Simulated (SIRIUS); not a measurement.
Input and output of a self-consistent single point for Ag (P1, 4 atoms in the cell; from Materials Project mp-10597, changed as shown) (SIRIUS).

Computed with LDA (PW92), GBRV LDA ultrasoft pseudopotentials (plane waves; SIRIUS 7.12.0).

The change in words: atoms moved at random. Reference geometry (P6_3/mmc):
```xyz
4
Lattice="2.9799 0.0000 0.0000 0.0000 5.1613 0.0000 0.0000 0.0000 4.7943" Properties=species:S:1:pos:R:3 pbc="T T T"
Ag     0.0000     1.7204     1.1986
Ag     1.4899     0.8602     3.5957
Ag     1.4899     4.3011     1.1986
Ag     0.0000     3.4409     3.5957
```

Reference input (self-consistent single point, DFT, LDA (PW92), plane waves, GBRV LDA ultrasoft pseudopotentials): parameters.ngridk = 8 6 6; parameters.xc_functionals = [XC_LDA_X, XC_LDA_C_PW]; parameters.gk_cutoff = 6.325 1/bohr; parameters.pw_cutoff = 14.143 1/bohr; parameters.smearing = fermi_dirac; parameters.smearing_width = 0.00367493 Ha; potentials = GBRV LDA ultrasoft pseudopotentials; parameters.electronic_structure_method = pseudopotential; parameters.num_bands = 46; parameters.num_mag_dims = 0; parameters.num_dft_iter = 100; parameters.energy_tol = 1e-07 Ha. This run's input differs from it in these lines:

```diff
@@ -43,6 +43,6 @@
       "Ag": [
-        [0.0, 0.333333, 0.25],
-        [0.5, 0.166667, 0.75],
-        [0.5, 0.833333, 0.25],
-        [0.0, 0.666667, 0.75]
+        [0.018622, 0.337192, 0.249971],
+        [0.502027, 0.170633, 0.741436],
+        [0.499038, 0.830226, 0.261056],
+        [-0.019687, 0.661949, 0.747537]
       ]
```

The program printed (abridged):

```
[find] density tolerance         : 1e-06
[find] total energy tolerance    : 1e-07
[find] iter_solver_tol (initial) : 0.01
[find] iter_solver_tol (target)  : 1e-13
[find] num_dft_iter              : 100
Charges and magnetic moments
--------------------------------------------------------------------------------
total charge          : 76.000000
[find] | SCF iteration   0 out of 100|
[diagonalize] iterative solver tolerance (occupied, empty): 0.01 0.01
[diagonalize] average number of iterations: 2.03378
[find] Charges and magnetic moments
[find] total charge          : 76.000000
[find] Energy
   [... lines left out ...]

[find] Charges and magnetic moments
[find] total charge          : 76.000000
[find] Energy
[find] smearing (-TS)                 :      -0.00151600
[find] Total energy                   :    -591.42427497 (Ha),   -1182.84854994 (Ry)
[find] Free energy (E-TS)             :    -591.42579097 (Ha),   -1182.85158194 (Ry)
[find] band gap (eV)                  :       0.00000000
[find] Efermi                         :       0.56151984
[find] iteration : 13, RMS (target) : 3.1733e-07 (1.0000e-06) , energy difference (target) : -6.5450e-10 (1.0000e-07)
[find] bands are converged : true
[find] iterative solver converged : true
[find] converged after 14 SCF iterations!
[find] Charges and magnetic moments
[find] total charge          : 76.000000
[find] Energy
[find] smearing (-TS)                 :      -0.00151600
[find] Total energy                   :    -591.42427497 (Ha),   -1182.84854994 (Ry)
[find] Free energy (E-TS)             :    -591.42579097 (Ha),   -1182.85158194 (Ry)
[find] band gap (eV)                  :       0.00000000
[find] Efermi                         :       0.56151984
[ground_state] === stress tensor components [kbar] ===
[ground_state] === stress_total ===
[ground_state]   137.533084    0.707719   -1.112284
[ground_state]     0.707719  150.363102    0.253864
[ground_state]    -1.112284    0.253864  136.102828
[ground_state] ==== total Forces in Ha/bohr =====
[ground_state] atom:    0, force:      -0.0013105     -0.0016292     -0.0021281
[ground_state] atom:    1, force:      -0.0001805     -0.0020035      0.0033060
[ground_state] atom:    2, force:      -0.0000156      0.0017544     -0.0042272
[ground_state] atom:    3, force:       0.0015066      0.0018781      0.0030491
```

The run converged in 14 iterations. SIRIUS prints the stress tensor with tension positive. Against the reference run the free energy rises by 4.6 meV/atom, the pressure goes from -14.40 to -14.13 GPa and the largest force goes from 0.006 to 0.235 eV/Å.

The structure comes from a collection of computed structures, made at another level of theory; the collection holds predicted forms beside known ones. Its lattice was then scaled. No clean gap shows at this smearing width and mesh (spacing up to 0.26 Å⁻¹); the mesh is coarse for partly filled bands, so the values carry mesh errors.

Cost on one core: about 5 core-minutes (a rough figure).
